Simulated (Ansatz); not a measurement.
ZnSnP$_{2}$:
```cif
data_P4Sn2Zn2
_chemical_formula_sum 'Zn2 Sn2 P4'
_space_group_name_H-M_alt 'P 1'
_space_group_IT_number 1
_cell_length_a 6.93054
_cell_length_b 6.93054
_cell_length_c 6.93054
_cell_angle_alpha 131.885
_cell_angle_beta 131.885
_cell_angle_gamma 70.410
loop_
_space_group_symop_operation_xyz
  'x, y, z'
loop_
_atom_site_label
_atom_site_type_symbol
_atom_site_fract_x
_atom_site_fract_y
_atom_site_fract_z
_atom_site_occupancy
Zn1 Zn 0.75000 0.25000 0.50000 1
Zn2 Zn 0.00000 0.00000 0.00000 1
Sn1 Sn 0.25000 0.75000 0.50000 1
Sn2 Sn 0.50000 0.50000 0.00000 1
P1 P 0.10325 0.12500 0.47825 1
P2 P 0.64675 0.62500 0.52175 1
P3 P 0.37500 0.89675 0.02175 1
P4 P 0.87500 0.35325 0.97825 1
```

Relaxed with r²SCAN.

### Question
Tabulate the valence density and the electron localisation function along the shortest Sn–P contact (2.52 Å), the program Ansatz at the r²SCAN level (PAW).

### Answer


```tsv
distance from Sn (Å)	density (e/Å³)	ELF
0.25	12.32	0.00
0.38	8.48	0.01
0.50	5.15	0.06
0.63	2.85	0.14
0.76	1.52	0.22
0.88	0.88	0.27
1.01	0.61	0.33
1.13	0.52	0.48
1.26	0.51	0.69
1.39	0.55	0.82
1.51	0.62	0.87
1.64	0.70	0.88
1.76	0.77	0.86
1.89	0.74	0.75
2.02	0.59	0.43
2.14	0.36	0.07
2.27	0.16	0.00
```

The density is the valence pseudo-density with augmentation charge, so density and ELF within about 1 Å of a nucleus are not all-electron values.

Space group I-42d (chalcopyrite). Symmetry was held in the r²SCAN relaxation. Scalar-relativistic: spin–orbit coupling is off unless named, which matters more the heavier the elements.

Potentials: the later of the program's two PAW sets.
